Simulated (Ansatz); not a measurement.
GaIr (CsCl type, Pm-3m) at seven volumes, PBEsol in the plane-wave PAW code Ansatz, scaled uniformly. One row is withheld.

```
V (Å³/atom)  P (GPa)
-----------  -------
12.526             ?
12.939         17.62
13.352          8.03
13.765          0.00
14.178         -6.71
14.591        -12.31
15.004        -16.96
```

**Question.** Fit the shown pressures and predict the withheld one.

**Answer.** P = (3/2)B₀(x^(7/2) − x^(5/2))[1 + (3/4)(B′ − 4)(x − 1)] with x = (V₀/V)^(2/3). Least squares on the six rows gives V₀ = 13.765 Å³/atom, B₀ = 244 GPa, B′ = 5.00. At V = 12.526, x = 1.0649 and P = 29.15 GPa. The run itself gave 29.06 GPa.

The first step of the workflow began from a Materials Project structure, measured or hypothetical; the Crystallography Open Database files this formula in space group No. 221, but the cells were not matched. Its standing as an ambient phase is unchecked. The PBEsol relaxation kept the symmetry of its start; of distortions, only those at the zone centre were tested. The run is not spin-polarised. Scalar-relativistic: spin–orbit coupling is off unless named, which matters more the heavier the elements.

Potentials: the later of the program's two PAW sets.
